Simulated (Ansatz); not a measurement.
# Zone-centre phonons of CaC$_{2}$ at 20 GPa: input and output

These are results of Ansatz 0.2.0, DFT LDA, scalar-relativistic, plane waves, PAW, not measurements.

It can be run as:
```bash
ansatz run input.yaml --threads 1 --pin off --backend cpu --events-out ev --progress --plain --runs-dir out  # memory cap (--max-ram) not shown
```

Input (bare energies are in eV):
```yaml
crystal:
  lattice:
    - [1.7671242984, 1.0202496894, 3.5870417314]
    - [-1.7671242984, 1.0202496894, 3.5870417314]
    - [0.0, -2.0404993788, 3.5870417314]
  atoms:
    - { symbol: Ca, position: [0.0, 0.0, 0.0] }
    - { symbol: C, position: [0.5571744286, 0.5571744286, 0.5571744286] }
    - { symbol: C, position: [0.4428255714, 0.4428255714, 0.4428255714] }
basis:
  ecutwfc: 420
kpoints:
  mp_grid: { grid: [9, 9, 9] }
hamiltonian:
  xc: lda
scf:
  occupations: { method: fixed }
output:
  eigenvalues: true
phonons:
  method: dfpt
  dielectric: true
  rigid_motions: translations
  eigenvectors: true
```

Results section of the output:
```
--- Phonons (Γ-DFPT): 4 representative perturbations + reference, on 205 of 729 k-points (Σ response iterations 12) ---
  k mesh reduced under 2 symmetry operations, with k and −k counted as one. Each operation leaves every solved perturbation unchanged. A smaller set is not considered because the run solves the response ...
  ASR residual: 6.253e-5 → 0.000e0 eV/Å²; symmetrization residual: 1.306e-6 eV/Å²
  ASR residual per site (eV/Å²): 6.25e-5 1.75e-5 1.75e-5
  Γ frequencies (cm⁻¹): 0.00 0.00 0.00 323.02 359.87 359.87 429.50 429.50 2014.87
  ε∞ (high-frequency dielectric tensor):
        4.175370     0.000000     0.000000
       -0.000000     4.175370     0.000000
       -0.000000     0.000000     5.599260
  ε⁰ (static dielectric tensor: ions relaxed, cell fixed):
        6.625627     0.000000    -0.000000
        0.000000     6.625627     0.000000
       -0.000000     0.000000    10.037416
  ε⁰ − ε∞ (ionic part):
        2.450256     0.000000    -0.000000
        0.000000     2.450256     0.000000
       -0.000000     0.000000     4.438156
  softest optical mode at Γ: 323.02 cm⁻¹; the repairs (sum rule, projections) moved no ω² at Γ by more than (0.83 cm⁻¹)²
  Born effective charges Z* (e; rows j = field, columns β = displacement):
    site 0:
         2.31377    0.00000    0.00000
         0.00000    2.31377   -0.00000
         0.00000   -0.00000    2.34194
    site 1:
        -1.15688   -0.00000   -0.00000
         0.00000   -1.15688    0.00000
         0.00000    0.00000   -1.17097
    site 2:
        -1.15688   -0.00000   -0.00000
         0.00000   -1.15688    0.00000
         0.00000    0.00000   -1.17097
  Z* charge neutrality: 7.892e-6 e pre-enforcement
  k-mesh period / interband length: 37.1 Å / 1.60 Å = 23.26 at k = (0.0000, 0.0000, 0.0000), direct gap 3.478 eV — 14 or more, which is no proof of convergence
  optical modes at Γ without the LO–TO term, one row a degenerate level:
      ω (cm⁻¹) modes IR ((D/Å)²/amu)
        323.02      1             8.4247
        359.87      2             0.0000
        429.50      2            16.4465
       2014.87      1             0.0000
  optical modes at Γ + LO–TO along q̂ = [1.0000, 0.0000, 0.0000]:
      ω (cm⁻¹) modes IR ((D/Å)²/amu)
        323.02      1             8.4247
        359.87      2             0.0000
        429.50      1             8.2233
        541.04      1             8.2233
       2014.87      1             0.0000
  optical modes at Γ + LO–TO along q̂ = [0.0000, 1.0000, 0.0000]:
      ω (cm⁻¹) modes IR ((D/Å)²/amu)
        323.02      1             8.4247
        359.87      2             0.0000
        429.50      1             8.2233
        541.04      1             8.2233
       2014.87      1             0.0000
  optical modes at Γ + LO–TO along q̂ = [0.0000, 0.0000, 1.0000]:
      ω (cm⁻¹) modes IR ((D/Å)²/amu)
        359.87      2             0.0000
        429.50      2            16.4465
        432.49      1             8.4247
       2014.87      1             0.0000
```

Other phases may be more stable at this pressure.